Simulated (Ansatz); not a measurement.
The relaxed structure here is a generated cell of Ta: the first start was made by placing the elements on the sites of a structure type, and the end was not matched to a known phase here, so it may be hypothetical. Known forms of Ta include space group No. 229.

A relaxed cell of Ta (Pm-3m (No. 221)), relaxed on a k-mesh at least as fine as the one used below. Calculation: r2SCAN (plane waves to 500 eV, PAW, scalar-relativistic; Ansatz, an electronic-structure program). Γ-centred k-mesh 6×12×12 on the run's cell (coarser than for final values), Fermi–Dirac smearing 0.05 eV.

```yaml
crystal:
  lattice:
    - [5.45217, 0.00000, 0.00000]
    - [0.00000, 2.72608, 0.00000]
    - [0.00000, 0.00000, 2.72608]
  atoms:
    - { symbol: Ta, position: [0.25000, 0.50000, 0.50000] }
    - { symbol: Ta, position: [0.75000, 0.50000, 0.50000] }
```

The atoms are displaced by (Å):

```
atom     ux      uy      uz
----  -----  ------  ------
Ta1   0.039   0.129   0.091
Ta2   0.042  -0.111  -0.045
```

What forces (eV/Å) and pressure result?


| atom | Fx | Fy | Fz |
|---|---|---|---|
| Ta1 | 0.02 | 0.54 | 0.30 |
| Ta2 | -0.02 | -0.54 | -0.30 |

Pressure -0.9 GPa.

Estimate the energy cost of the displacement in the harmonic approximation and compare with the calculation.

For a harmonic well ΔE = −½ Σ F·u = -0.086 eV a cell, or -43 meV/atom. The calculated energy relative to the undisplaced cell is -0.06 eV/atom, so anharmonic terms matter at this amplitude.

The undisplaced cell is probably no minimum: from this displacement the run went on to Im-3m (No. 229), 1.19 eV/atom below it.

No spin polarisation in the result.
